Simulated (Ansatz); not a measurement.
**K₂PbSe₂O₈, a known structure type with other elements, at an estimated volume**

```yaml
crystal:
  lattice:
    - [2.81672, 4.87870, 0.00000]
    - [-2.81672, 4.87870, 0.00000]
    - [0.00000, -3.25247, 7.12729]
  atoms:
    - { symbol: K, position: [0.79833, 0.79833, 0.39500] }
    - { symbol: K, position: [0.20167, 0.20167, 0.60500] }
    - { symbol: Pb, position: [0.00000, 0.00000, 0.00000] }
    - { symbol: Se, position: [0.40330, 0.40330, 0.20990] }
    - { symbol: Se, position: [0.59670, 0.59670, 0.79010] }
    - { symbol: O, position: [0.33300, 0.33300, 0.99900] }
    - { symbol: O, position: [0.66700, 0.66700, 0.00100] }
    - { symbol: O, position: [0.72300, 0.27900, 0.28100] }
    - { symbol: O, position: [0.27900, 0.72300, 0.28100] }
    - { symbol: O, position: [0.27900, 0.27900, 0.28100] }
    - { symbol: O, position: [0.72100, 0.72100, 0.71900] }
    - { symbol: O, position: [0.72100, 0.27700, 0.71900] }
    - { symbol: O, position: [0.27700, 0.72100, 0.71900] }
```

Method: r2SCAN, no spin polarisation; PAW, plane waves to 500 eV, 6×6×6 Γ-centred mesh, methfessel-paxton occupations (width 0.0584 eV) (Ansatz 0.2.0), atoms fixed.

(1) What is the band gap?

(2) What do density and ELF say about some of the short contacts?

(3) What is the character of the valence top and the conduction bottom?

(4) What does the stress say?

(5) Is it stable against the elements?

(6) Which atom feels the largest force, and which way?

Origin: a known structure type with other elements, at an estimated volume, so it need not be a known compound. Caveats: no spin-orbit coupling, which can shift this gap by tenths of an eV; atoms or cell far from equilibrium.

## Answers

(1) The gap is 4.92 eV, indirect (the least direct gap found is 5.08 eV).

(2) Se–O at 1.50 Å: least valence density 2.30 e/Å³ and ELF 0.77 there, a shared, covalent-like contact. Pb–O at 2.70 Å: least valence density 0.19 e/Å³ and ELF 0.10 there, a closed-shell (ionic or weak) contact. K–O at 2.81 Å: least valence density 0.08 e/Å³ and ELF 0.02 there, a closed-shell (ionic or weak) contact. These are pseudo-fields; inside the PAW spheres they differ from the all-electron ones.

(3) Within 0.7 eV of the edges, the states project mainly on O p (97 %) below the gap and on Pb p (79 %) above it.

(4) The pressure is 23.8 GPa (compression positive), so with the atoms held at these fractions the cell would first expand; the forces are large, so a full relaxation may end otherwise. The principal stresses 23.0, 23.0, 25.5 GPa differ, so its shape would change too.

(5) -1.07 eV an atom against the elements' usual phases (free molecules for gases, crystals otherwise, with no correction for O₂ or N₂), so it is bound against them; other compounds may still compete. Relaxing would lower it.

(6) The largest is on O7 (and as large on other atoms): 9.15 eV/Å, components (0.00, 0.00, 9.15). It makes 180° with the line to a nearest neighbour, Se5 at 1.50 Å, pointing away from it.
